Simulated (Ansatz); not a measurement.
# Data sheet: ZnSe (DFT)

ZnSe:
```xyz
8
Lattice="6.5090 0.0000 0.0000 0.0000 4.1237 0.0000 0.0000 0.0000 6.9251" Properties=species:S:1:pos:R:3 pbc="T T T"
Zn     0.9158     1.0309     2.6949
Zn     2.3387     3.0928     6.1575
Zn     5.5932     3.0928     4.2302
Zn     4.1704     1.0309     0.7676
Se     4.9396     1.0309     3.0565
Se     4.8239     3.0928     6.5191
Se     1.5694     3.0928     3.8686
Se     1.6851     1.0309     0.4060
```

Space group Pnma (No. 62); conventional cell a = 6.509 Å, b = 4.124 Å, c = 6.925 Å, α = β = γ = 90.00°.

Method: DFT-r²SCAN+D4 in the program Ansatz with PAW potentials. Geometry: relaxed at this level of theory. Other levels are named where they apply.

**Cell and energy**

```yaml
volume_per_atom: 23.23 Å³
density: 5.16 g/cm³
Formation energy from the elements (no fitted shifts): -0.72 eV/atom
```

**Electronic structure**

```yaml
band_gap: 2.01 eV (direct)
valence_band_maximum: at Γ
conduction_band_minimum: at Γ
electron_effective_mass: 0.15, 0.18, 0.19 mₑ (principal values)
hole_effective_mass: 0.17, 1.6, 2.2 mₑ (principal values)
```

**Mechanics**

```yaml
Bulk modulus (Birch–Murnaghan fit): 23.7 GPa
Pressure derivative B′: 8.8
```

**Charges**

```yaml
bader_charges: Zn +0.85, Se -0.85 e
```

The start of the workflow was typed in or built on a structure type; neither database checked (COD, Materials Project) lists it. It is not the phase usual at ambient conditions (space group No. 216). The cell was relaxed with r²SCAN+D4 under the symmetry of its start; its stability against distortions is not shown here. The references are the lowest solids computed at this level, not always the standard phases. Spin–orbit coupling is left out wherever it is not named.

Potentials: the earlier of the program's two PAW sets.
